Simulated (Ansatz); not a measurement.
SiO2 (space group P6_422)

```
CELL_PARAMETERS angstrom
      5.05941     0.00000     0.00000
     -2.52970     4.38158     0.00000
      0.00000     0.00000     5.54082
ATOMIC_POSITIONS crystal
  Si 0.00000 0.50000 0.33333
  Si 0.50000 0.00000 0.00000
  Si 0.50000 0.50000 0.66667
  O  0.58350 0.79175 0.83333
  O  0.79175 0.58350 0.50000
  O  0.20825 0.79175 0.16667
  O  0.41650 0.20825 0.83333
  O  0.20825 0.41650 0.50000
  O  0.79175 0.20825 0.16667
```

Equation-of-state scan: isotropic scaling of the cell above, V₀ being its volume. The atoms relax within the cell's symmetry.

These are r2SCAN (plane waves to 500 eV, PAW, scalar-relativistic; Ansatz, a first-principles code) values and carry that method's errors. k mesh 8×8×6 (Γ-centred), Fermi-Dirac smearing 0.05 eV. Energies are smeared free energies. Stress and pressure are positive under compression. SiO2 was relaxed with its symmetry unable to fall. ΔE is measured from the relaxed starting cell.

Question: Predict the ΔE (meV/atom) and P (GPa) at V/V₀ = 0.920, 0.980, 1.020, 1.040, 1.060, 1.080.

Answer: 
```json
[
 {"V/V₀": "0.920", "ΔE (meV/atom)": "43.9", "P (GPa)": "13.6"},
 {"V/V₀": "0.980", "ΔE (meV/atom)": "2.5", "P (GPa)": "3.0"},
 {"V/V₀": "1.020", "ΔE (meV/atom)": "2.4", "P (GPa)": "-2.8"},
 {"V/V₀": "1.040", "ΔE (meV/atom)": "9.5", "P (GPa)": "-5.5"},
 {"V/V₀": "1.060", "ΔE (meV/atom)": "20.8", "P (GPa)": "-7.8"},
 {"V/V₀": "1.080", "ΔE (meV/atom)": "36.1", "P (GPa)": "-10.1"}
]
```

(Under strain, the slope of the energy per volume gives the stress and its curvature an elastic modulus.)
